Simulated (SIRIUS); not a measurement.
Set-up for a self-consistent single point of HfN (Fm-3m, 2 atoms in the cell; from Materials Project mp-2828, changed as shown).

```
HfN
1.0
    0.00000     2.28554     2.28554
    2.28554     0.00000     2.28554
    2.28554     2.28554     0.00000
Hf N
1 1
Direct
  0.00000   0.00000   0.00000
  0.50000   0.50000   0.50000
```

Method: PBE, SSSP 1.1.2 efficiency PBE pseudopotentials (plane waves; SIRIUS 7.12.0).

SIRIUS settings:

- parameters.ngridk = 10 10 10
- parameters.xc_functionals = [XC_GGA_X_PBE, XC_GGA_C_PBE]
- parameters.gk_cutoff = 8.062 1/bohr
- parameters.pw_cutoff = 25.496 1/bohr
- parameters.smearing = cold
- parameters.smearing_width = 0.00367493 Ha
- potentials = SSSP 1.1.2 efficiency PBE pseudopotentials
- parameters.electronic_structure_method = pseudopotential
- parameters.num_bands = 13
- parameters.num_mag_dims = 0
- parameters.num_dft_iter = 100
- parameters.energy_tol = 1e-07 Ha
- parameters.density_tol = 1e-06
- mixer.type = anderson
- mixer.beta = 0.5
- mixer.use_hartree = false

Results:

```
Quantity                                                  Value
------------------------------------------------  -------------
Number of valence electrons                                  17
Number of bands                                              13
Number of k-points after the program's reduction             47
Number of plane waves (most at a k-point)                  1458
Number of SCF iterations                                     28
FFT grid                                           54 × 54 × 54
Free energy E − TS                                -1813.2223 eV
Fermi level (on the code's own zero)                   18.14 eV
Pressure                                              -4.65 GPa
```

Stress (GPa, positive for compression):
```
-4.65   0.00   0.00
 0.00  -4.65   0.00
 0.00   0.00  -4.65
```

For comparison: a first run was changed to give this one (volume scaled by 1.04), and from it to this one the free energy goes down by 1.7 meV/atom and the pressure goes from 5.87 to -4.65 GPa.

The structure comes from a collection of computed structures, made at another level of theory; the collection holds predicted forms beside known ones. No clean gap shows at this smearing width and mesh (spacing up to 0.24 Å⁻¹); the mesh is coarse for partly filled bands, so the values carry mesh errors.

Cost on one core: around 40 core-seconds (rough).
